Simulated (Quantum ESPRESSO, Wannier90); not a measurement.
# Tight-binding from DFT: SiSe₂ (Ibam)

```
begin unit_cell_cart
ang
    0.0000000000    0.0000000000   -5.8939600000
   -3.3516200000    4.7426150000   -2.9469800000
    3.3516200000    4.7426150000   -2.9469800000
end unit_cell_cart
begin atoms_frac
Si  -0.2500000000  0.0000000000  0.0000000000
Si   0.2500000000  0.0000000000  0.0000000000
Se   0.1263600000 -0.3156300000  0.0629100000
Se  -0.1263600000  0.3156300000 -0.0629100000
Se   0.3736400000 -0.0629100000  0.3156300000
Se  -0.3736400000  0.0629100000 -0.3156300000
end atoms_frac
```

Structure: Materials Project mp-1179443, symmetrised, not relaxed again. COD (Crystallography Open Database) has an entry of this formula and space group (matched by these alone). Level: LDA, no spin polarisation, no spin-orbit coupling; pw.x of Quantum ESPRESSO at 69 Ry with PseudoDojo potentials, 4×4×4 k-points, Wannier90. Density: 6×6×6 mesh, cold smearing 0.01 Ry. The cell is built of weakly bound layers, chains or molecules, whose nearest atoms lie 3.85 Å apart. Database cells relaxed without dispersion often hold them too far apart, which can enlarge gaps and weakens couplings between them; spacing and stacking were not compared with the measured crystal. Spin-orbit coupling, left out, would split the p-like bands by a few tenths of an eV.

Bands 25-26 form an isolated set from -7.75 to -5.98 eV relative to the valence-band maximum (on the path) and are turned into 2 Wannier functions by minimising the spread from the start: SCDM (isolated).

Centres (Cartesian, Å; one of the equivalent choices) and spreads:

```json
[
 {"n": "1", "x": "0.000", "y": "0.000", "z": "-1.473", "spread (Å²)": "4.916", "nearest atom": "Si2"},
 {"n": "2", "x": "0.000", "y": "0.000", "z": "1.473", "spread (Å²)": "4.916", "nearest atom": "Si1"}
]
```

Ω_I = 9.78 Å², Ω_total = 9.83 Å²; the interpolated bands follow pw.x to 2.8 meV rms on the path. Only this start was tried; a symmetric start can stop on a saddle, and mixtures of these functions could lower the total by at most Ω_total − Ω_I.
